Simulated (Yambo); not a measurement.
```xyz
6
Lattice="3.9625 0.0000 0.0000 0.0000 3.9625 0.0000 0.0000 0.0000 20.2000" Properties=species:S:1:pos:R:3 pbc="T T T"
H      0.0000     1.9813     0.0000
H      1.9813     0.0000     0.0000
Ca     0.0000     0.0000     1.1890
Ca     1.9813     1.9813    -1.1890
I      1.9813     1.9813     2.7480
I      0.0000     0.0000    -2.7480
```

Response from Yambo on norm-conserving PBEsol (Quantum ESPRESSO, 72 Ry, with spin-orbit coupling) bands: 6×6×1 mesh, 158 bands, 2 Ry local-field block, 0.2 eV broadening.

**Question.** Give the static in-plane polarisability without and with local fields.

**Answer.** 
```
field along  α(0), independent particles (Å)  α(0), RPA with local fields (Å)  screening length 2πα (Å)
-----------  -------------------------------  -------------------------------  ------------------------
x                                       2.91                             2.47                      15.5
```
Electronic (clamped-ion) response only. PBEsol gaps are usually too small, which raises these values. Convergence of the RPA response with its 6×6×1 mesh was not tested.

Geometry relaxed with PBEsol.

This is a model layer cut from the bulk structure; whether it is stable on its own was not checked.
